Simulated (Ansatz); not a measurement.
Space group P6/mmm (No. 191). a = 3.155 Å, b = 3.155 Å, c = 3.507 Å, α = 90.00°, β = 90.00°, γ = 120.00°
```json
{"atom": "Zr", "site": "1a", "symmetry": "6/mmm", "x": "0.0000", "y": "0.0000", "z": "0.0000"}
{"atom": "B", "site": "2d", "symmetry": "-6m2", "x": "0.3333", "y": "0.6667", "z": "0.5000"}
```

Equation of state of this ZrB2 structure (not necessarily the ground state), with shape and atoms relaxed at each volume where symmetry leaves them free. It has no gap at any of these volumes. The calculation used DFT PBEsol, scalar-relativistic, plane waves, PAW in Ansatz 0.2.0.

Plane waves to 420 eV, a k mesh through Γ of 18×18×12 on the computed 3-atom cell and Gaussian smearing (0.10 eV); no spin polarisation.

```csv
V (Å³/atom),E − E(largest V) (meV/atom),P (GPa)
9.472,5.42,17.42
9.774,-18.39,8.05
10.076,-25.77,-0.02
10.379,-19.00,-6.99
10.681,0.00,-12.99
```

Task: Fit a third-order Birch–Murnaghan equation to E(V).

Result: V0 = 10.08 Å³/atom, B0 = 250 GPa, B0' = 3.9.